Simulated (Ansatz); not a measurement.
How far is PAW off for Ru?

```xyz
2
Lattice="2.7058 0.0000 0.0000 -1.3529 2.3433 0.0000 0.0000 0.0000 4.3247" Properties=species:S:1:pos:R:3 pbc="T T T"
Ru    0.0000    1.5622    1.0812
Ru    1.3529    0.7811    3.2435
```

Atoms are numbered in the order listed.

The cell comes from COD entry 9017842, which wasn't checked; take it as a given geometry. The listed cell was then made from it by scaling, straining or moving an atom.

Levels of theory: DFT, PBEsol, PAW with Ansatz's default frozen-core files, scalar-relativistic (Ansatz 0.2.0); DFT, PBEsol, all-electron PAW with datasets made for the crystal, scalar-relativistic (Ansatz 0.2.0); DFT, PBEsol, all-electron LAPW, scalar-relativistic (Ansatz 0.2.0).

For PAW: a Γ-centred 14×14×8 k mesh, Fermi–Dirac smearing of 0.03 eV, cutoff 420 eV, no spin polarisation; the PAW files were made with PBE, and the program remakes their frozen cores for this functional. The crystal-made all-electron datasets (AE datasets) take a cutoff of 320 eV at this cell. LAPW targets a basis error of 0.5 meV/atom. The Ansatz runs share mesh, smearing and spin set-up. Plane-wave (PAW) pressures include the program's estimate of the Pulay term.

Stress and pressure are positive in compression.

No spin–orbit coupling: at heavy atoms the gradients can be off by tens of per cent for that reason.

In a metal, gradients converge slowly with the k mesh: the values move by tens of per cent from one mesh to another, at times in sign, so only the comparison on one mesh counts.

| quantity | PAW | AE datasets | LAPW |
| --- | --- | --- | --- |
| pressure (GPa) | -9.40 | -9.42 | -9.42 |
| stress xx (GPa) | -7.16 | -7.18 | -7.18 |
| stress zz (GPa) | -13.87 | -13.91 | -13.91 |
| field gradient Vzz at Ru1 (10²¹ V/m²) | -0.58 | -0.67 | – |

PAW's pressure differs from the LAPW value by +0.02 GPa.
